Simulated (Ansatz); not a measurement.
# Ti2AgSb3, a known structure type with other elements, at an estimated volume

```yaml
crystal:
  lattice:
    - [3.99083, 0.00000, 0.00000]
    - [0.00000, 3.99083, 0.00000]
    - [0.00000, 0.00000, 8.79217]
  atoms:
    - { symbol: Sb, position: [0.00000, 0.50000, 0.38350] }
    - { symbol: Sb, position: [0.50000, 0.00000, 0.61650] }
    - { symbol: Ti, position: [0.00000, 0.50000, 0.73150] }
    - { symbol: Ti, position: [0.50000, 0.00000, 0.26850] }
    - { symbol: Sb, position: [0.50000, 0.50000, 0.00000] }
    - { symbol: Ag, position: [0.00000, 0.00000, 0.00000] }
```

Single point in Ansatz 0.2.0 with r2SCAN, no spin polarisation. Cutoff 500 eV, PAW datasets, 9×9×4 Γ-centred k mesh, fermi-dirac filling (width 0.1 eV).

- Contacts: Sb–Ag at 2.82 Å: least valence density 0.30 e/Å³ and ELF 0.36 there. Sb–Ti at 3.00 Å: least valence density 0.22 e/Å³ and ELF 0.29 there. Ti–Ag at 3.09 Å: least valence density 0.13 e/Å³ and ELF 0.14 there. Both are smooth PAW fields, read partly inside the augmentation spheres.
- Stress: The pressure is -7.8 GPa (compression positive), so with the atoms held at these fractions the cell would first shrink. The principal stresses -9.3, -7.0, -7.0 GPa differ, so its shape would change too.
- Charges: Bader charges in e: Ti +1.31, Ag -0.34, Sb -0.87 to -0.54. In the mean Ti gives up most and Sb takes most.
- Electronic structure: It is a metal, with about 4.2 states/eV a cell as the mean within 0.25 eV of the Fermi level, mostly Ti d (72 %) and Sb p (16 %).
- Forces: The largest is on Sb2 (and as large on other atoms): 0.33 eV/Å, components (0.00, 0.00, 0.33). It makes 70° with the line to a nearest neighbour, Ti3 at 3.00 Å.

Origin: a known structure type with other elements, at an estimated volume, so it need not be a known compound.
